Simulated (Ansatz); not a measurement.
Input and command of a plane-wave DFT calculation in Ansatz:

```yaml
crystal:
  lattice:
    - [-1.5370385605, 1.5370385605, 12.9997296509]
    - [1.5370385605, -1.5370385605, 12.9997296509]
    - [1.5370385605, 1.5370385605, -12.9997296509]
  atoms:
    - { symbol: Sc, position: [0.4321064562, 0.4321064562, 0.0] }
    - { symbol: Sc, position: [0.1821064562, 0.6821064562, 0.5] }
    - { symbol: Sc, position: [0.3178935438, 0.8178935438, 0.5] }
    - { symbol: Sc, position: [0.5678935438, 0.5678935438, 0.0] }
    - { symbol: Si, position: [0.0, 0.0, 0.0] }
    - { symbol: Si, position: [0.75, 0.25, 0.5] }
basis:
  ecutwfc: 420
kpoints:
  mp_grid: { grid: [18, 18, 18] }
hamiltonian:
  xc: pbe
scf:
  occupations: { method: gaussian, width: 0.1 }
output:
  forces: true
  stress: true
  eigenvalues: true
relax:
  adjacent_minimum: "off"
  f_tol: 0.01
  max_steps: 80
  cell: { stress_tol: 0.05 }
```

```bash
ansatz run input.yaml --threads 1 --pin off --max-ram 2560MiB --backend cpu --events-out ev --progress --plain --runs-dir out
```

Processor: Arm Neoverse V2, 1 thread, on a host shared with other jobs.

Question: Estimate time, memory and problem size.

Answer: About 10 min on 1 thread of Arm Neoverse V2, with other jobs on the host, peak memory 1.4 GiB. It solves 32 bands at 480 k points (the mesh reduced by the symmetry that the task leaves, which can be less than the crystal's) with about 2415 plane waves (on the last cell), in 35 SCF iterations over 5 ionic steps.
